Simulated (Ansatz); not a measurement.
LiF:
```cif
data_F4Li4
_chemical_formula_sum 'Li4 F4'
_space_group_name_H-M_alt 'Fm-3m'
_space_group_IT_number 225
_space_group_name_Hall '-F 4 2 3'
_cell_length_a 4.00780
_cell_length_b 4.00780
_cell_length_c 4.00780
_cell_angle_alpha 90.000
_cell_angle_beta 90.000
_cell_angle_gamma 90.000
loop_
_atom_site_label
_atom_site_type_symbol
_atom_site_symmetry_multiplicity
_atom_site_Wyckoff_symbol
_atom_site_fract_x
_atom_site_fract_y
_atom_site_fract_z
_atom_site_occupancy
Li1 Li 4 a 0.00000 0.00000 0.00000 1
F1 F 4 b 0.50000 0.50000 0.50000 1
```
(The calculation used a cell of 2 atoms; values per cell refer to that cell.)

Relaxed with PBEsol.

### Question
Which orbitals make up the states near the band edges in plane-wave PAW PBEsol (Ansatz code)?

### Answer
Top 1 eV of the valence band: F 2p 99 %. Bottom 1 eV of the conduction band: Li 2s 61 %, F 2s 25 %, Li 1s 8 %. Projections are on Löwdin-orthogonalised atomic valence shells; empty p or d shells of many metals are not among them.

### Question
Tabulate the density of states.

### Answer
States/eV per cell of 2 atoms, in 0.25 eV bins, energy from the valence-band maximum.

```
E (eV)  total  F 2p  Li 2s  F 2s
------  -----  ----  -----  ----
-3.30    0.00  0.00   0.00  0.00
-3.05    0.17  0.16   0.00  0.00
-2.80    0.50  0.49   0.01  0.00
-2.55    1.65  1.55   0.07  0.00
-2.30    2.64  2.47   0.13  0.01
-2.05    1.32  1.21   0.08  0.01
-1.80    1.36  1.27   0.05  0.01
-1.55    1.50  1.43   0.04  0.01
-1.30    1.58  1.53   0.02  0.01
-1.05    1.82  1.78   0.01  0.00
-0.80    3.19  3.14   0.02  0.00
-0.55    3.52  3.48   0.01  0.00
-0.30    3.48  3.45   0.00  0.00
-0.05    1.26  1.26   0.00  0.00
0.20     0.00  0.00   0.00  0.00
0.45     0.00  0.00   0.00  0.00
0.70     0.00  0.00   0.00  0.00
0.95     0.00  0.00   0.00  0.00
1.20     0.00  0.00   0.00  0.00
1.45     0.00  0.00   0.00  0.00
1.70     0.00  0.00   0.00  0.00
1.95     0.00  0.00   0.00  0.00
2.20     0.00  0.00   0.00  0.00
2.45     0.00  0.00   0.00  0.00
2.70     0.00  0.00   0.00  0.00
2.95     0.00  0.00   0.00  0.00
3.20     0.00  0.00   0.00  0.00
3.45     0.00  0.00   0.00  0.00
3.70     0.00  0.00   0.00  0.00
3.95     0.00  0.00   0.00  0.00
4.20     0.00  0.00   0.00  0.00
4.45     0.00  0.00   0.00  0.00
4.70     0.00  0.00   0.00  0.00
4.95     0.00  0.00   0.00  0.00
5.20     0.00  0.00   0.00  0.00
5.45     0.00  0.00   0.00  0.00
5.70     0.00  0.00   0.00  0.00
5.95     0.00  0.00   0.00  0.00
6.20     0.00  0.00   0.00  0.00
6.45     0.00  0.00   0.00  0.00
6.70     0.00  0.00   0.00  0.00
6.95     0.00  0.00   0.00  0.00
7.20     0.00  0.00   0.00  0.00
7.45     0.00  0.00   0.00  0.00
7.70     0.00  0.00   0.00  0.00
7.95     0.00  0.00   0.00  0.00
8.20     0.00  0.00   0.00  0.00
8.45     0.00  0.00   0.00  0.00
8.70     0.00  0.00   0.00  0.00
8.95     0.00  0.00   0.00  0.00
9.20     0.03  0.00   0.02  0.01
9.45     0.07  0.00   0.04  0.02
9.70     0.10  0.00   0.06  0.02
9.95     0.13  0.01   0.08  0.03
10.20    0.17  0.01   0.11  0.03
10.45    0.23  0.02   0.15  0.04
10.70    0.42  0.03   0.24  0.05
10.95    0.51  0.03   0.27  0.04
11.20    0.50  0.03   0.27  0.03
11.45    0.50  0.03   0.26  0.03
11.70    0.48  0.03   0.25  0.02
```

The cell was relaxed with PBEsol under the symmetry of its start.

Potentials: the later of the program's two PAW sets.
